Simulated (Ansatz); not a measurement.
A geometry of Al₂Cu away from equilibrium: step 3 of the relaxation of a relaxed Al2Cu cell with every coordinate shifted by Gaussian noise of σ = 0.3 Å. These are PBE (plane waves to 420 eV, PAW, scalar-relativistic; Ansatz, a quantum-chemistry and plane-wave program) values and carry that method's errors. Γ-centred k-mesh 9×9×8 on the run's cell (coarser than for final values), Fermi–Dirac smearing 0.05 eV.

```
Al2Cu
1.0
   -3.02677     3.09453     2.44520
    3.06264    -3.05617     2.44210
    2.98472     3.01413    -2.39752
Al Cu
4 2
Direct
  0.59218   0.22505   0.77927
  0.80042   0.62548   0.47594
  0.18951   0.45513   0.52687
  0.28702   0.84136   0.16975
  0.14433   0.24036   0.00373
  0.74484   0.80648   0.01373
```

### Question
What forces act on the atoms (eV/Å)?

### Answer
```
atom     Fx     Fy     Fz
----  -----  -----  -----
Al1   -0.18   0.98  -0.76
Al2    0.94  -1.15   0.40
Al3   -0.36   0.81  -0.69
Al4   -0.14  -0.25   0.39
Cu5   -0.55  -0.29   4.24
Cu6    0.28  -0.10  -3.58
```

### Question
What is the pressure?

### Answer
+5.4 GPa, compression positive.

No spin polarisation in the result.

The end of the path is a generated cell of Al2Cu: the first start was made by placing the elements on the sites of a structure type, and the end was not matched to a known phase here, so it may be hypothetical. Known forms of Al2Cu include space group No. 140.
